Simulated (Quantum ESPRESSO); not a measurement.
## NMR parameters of Cs2CoAgF6

```
AgCoCs2F6
1.0
    0.00000     4.47297     4.47297
    4.47297     0.00000     4.47297
    4.47297     4.47297     0.00000
Cs Co Ag F
2 1 1 6
Direct
  0.25000   0.25000   0.25000
  0.75000   0.75000   0.75000
  0.00000   0.00000   0.00000
  0.50000   0.50000   0.50000
  0.22042   0.22042   0.77958
  0.77958   0.77958   0.22042
  0.77958   0.22042   0.22042
  0.22042   0.77958   0.77958
  0.22042   0.77958   0.22042
  0.77958   0.22042   0.77958
```
The geometry is a computed Materials Project entry, not a measured one. It is Cs2CoAgF6 in Fm-3m; whether this form has been observed was not checked. Stability against distortions was not tested. Forces on the atoms reach 0.72 eV/Å at this level. The run has no spin polarisation.

These are absolute shieldings with no macroscopic susceptibility term; δ = σ_ref − σ needs a reference computed alike. In our sweeps, cutoffs and meshes of this size left a few ppm, and up to some 20 ppm on atoms from Zn on. Spin–orbit coupling is left out; its weight grows with the heaviest atom, Cs here. The band gap at this level is small, which makes the paramagnetic part of σ large and sensitive to the functional. The structure is static (0 K, no zero-point motion).

Ω = σ33 − σ11 of the symmetric part; where symmetry doesn't make it nil, it is less certain than σ_iso.

### Question
What do the calculations give at each independent site (shieldings by GIPAW with PBE in a modified build of Quantum ESPRESSO, on JTH PAW datasets, 22.5 Ha, k-mesh 5×5×5 shifted, f-sum rule met within 0.005 %)?

### Answer
```tsv
site	site symmetry	σ_iso (ppm)	span Ω (ppm)
Cs (atoms 1, 2)	-43m	5516	0
Co (atom 3)	m-3m	-30104	0
Ag (atom 4)	m-3m	3284	0
F (atoms 5, 6, 7, 8, 9, 10)	4mm	841	821
```
